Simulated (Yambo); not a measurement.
# Excitons in CsNaTiO3

```
CsNaTiO3
1.0
    3.03761    -5.69721     0.00000
    3.03761     5.69721     0.00000
    0.00000     0.00000     5.67114
O Na Ti Cs
6 2 2 2
Direct
  0.79577   0.20423   0.25000
  0.20423   0.79577   0.75000
  0.21072   0.21072   0.00000
  0.78928   0.78928   0.00000
  0.78928   0.78928   0.50000
  0.21072   0.21072   0.50000
  0.57382   0.42618   0.25000
  0.42618   0.57382   0.75000
  0.95113   0.04887   0.25000
  0.04887   0.95113   0.75000
  0.73234   0.26766   0.75000
  0.26766   0.73234   0.25000
```

The geometry is that of Materials Project entry mp-560791, symmetrised and not relaxed again.

BSE in Yambo on norm-conserving LDA (Quantum ESPRESSO, 88 Ry, scalar-relativistic) bands: 4×4×4 mesh, 18 valence and 12 conduction bands, static screening with 120 bands and a 3 Ry block, scissor 2.40 eV, Tamm-Dancoff; field along x.

```
state  energy (eV)  states within 2 meV  relative strength   class    main transitions
-----  -----------  -------------------  -----------------  ------  ------------------
1             4.37                    1             < 0.01    dark      VB → CB (60 %)
2             4.49                    2             < 0.01    dark  several band pairs
3             4.63                    1               0.87  strong  several band pairs
4             4.68                    1             < 0.01    dark  several band pairs
5             4.72                    1             < 0.01    dark  several band pairs
6             4.79                    1               1.00  strong  several band pairs
7             4.81                    1             < 0.01    weak  several band pairs
8             4.86                    1             < 0.01    dark  several band pairs
9             5.00                    1             < 0.01    dark  several band pairs
10            5.03                    1             < 0.01    dark  several band pairs
```

These are vertical excitations (zero momentum). The direct quasiparticle gap on this mesh is 5.75 eV; counted from there, state 1 is bound by 1.38 eV. On a 2×2×2 mesh the same difference is 1.53 eV, so it isn't converged.

Spin singlets only. Strengths are relative to the strongest of the lowest states of this run; strong means a line over 3 % of the spectrum's maximum, dark under 0.03 %. Absolute energies carry the error of the G0W0 scissor, whose convergence isn't established; the long-wavelength screening was taken along (1,1,1) although the crystal is anisotropic.

The structure is a Materials Project entry; no match was found in the copy of COD used, and its stability was not checked.
